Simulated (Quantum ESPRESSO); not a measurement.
pw.x input (Quantum ESPRESSO 7.5; PBEsol, PseudoDojo standard norm-conserving files, scalar-relativistic):

```
&CONTROL
  calculation = 'scf'
  pseudo_dir = './pseudo'
  outdir = './out'
  tprnfor = .true.
  tstress = .true.
/
&SYSTEM
  ibrav = 0
  nat = 7
  ntyp = 4
  ecutwfc = 84.0
  ecutrho = 336.0
  occupations = 'smearing'
  smearing = 'fd'
  degauss = 0.002
  nbnd = 28
/
&ELECTRONS
  conv_thr = 7.000000000000001e-10
/
ATOMIC_SPECIES
C 12.0110 C.upf
N 14.0070 N.upf
O 15.9990 O.upf
Y 88.9058 Y.upf
CELL_PARAMETERS angstrom
  3.698989866000   0.000000000000   0.000000000000
 -1.849494933000   3.203419193000   0.000000000000
  0.000000000000   0.000000000000   8.168860000000
ATOMIC_POSITIONS crystal
C   0.000000000000   0.000000000000   0.000000000000
N   0.000000000000   0.000000000000   0.150150000000
N   0.000000000000   0.000000000000   0.849850000000
O   0.333333333000   0.666666667000   0.396660000000
O   0.666666667000   0.333333333000   0.603340000000
Y   0.333333333000   0.666666667000   0.677520000000
Y   0.666666667000   0.333333333000   0.322480000000
K_POINTS automatic
9 9 4 0 0 0
```

End of the output:

```

[...]
     the Fermi energy is     8.0423 ev
!    total energy              =    -283.24547158 Ry
     estimated scf accuracy    <          4.2E-11 Ry
     smearing contrib. (-TS)   =      -0.00000000 Ry
     internal energy E=F+TS    =    -283.24547158 Ry
     The total energy is F=E-TS. E is the sum of the following terms:
     one-electron contribution =     -95.34556817 Ry
     hartree contribution      =      71.38987747 Ry
     xc contribution           =     -64.74075845 Ry
     ewald contribution        =    -194.54902243 Ry
     convergence has been achieved in  13 iterations
     Forces acting on atoms (cartesian axes, Ry/au):
     atom    1 type  1   force =    -0.00000000    0.00000000    0.00000000
     atom    2 type  2   force =     0.00000000   -0.00000000    0.02957546
     atom    3 type  2   force =    -0.00000000    0.00000000   -0.02957546
     atom    4 type  3   force =     0.00000000   -0.00000000    0.00072206
     atom    5 type  3   force =    -0.00000000   -0.00000000   -0.00072206
     atom    6 type  4   force =     0.00000000    0.00000000   -0.00516150
     atom    7 type  4   force =     0.00000000    0.00000000    0.00516150
     Total force =     0.042470     Total SCF correction =     0.000013
     Computing stress (Cartesian axis) and pressure
          total   stress  (Ry/bohr**3)                   (kbar)     P=       -9.34
  -0.00012373   0.00000000  -0.00000000          -18.20        0.00       -0.00
   0.00000000  -0.00012373  -0.00000000            0.00      -18.20       -0.00
  -0.00000000  -0.00000000   0.00005690           -0.00       -0.00        8.37
```
In a gapped system the printed Fermi energy is only some level inside the gap.

Geometry of the Materials Project entry, not relaxed at this level.
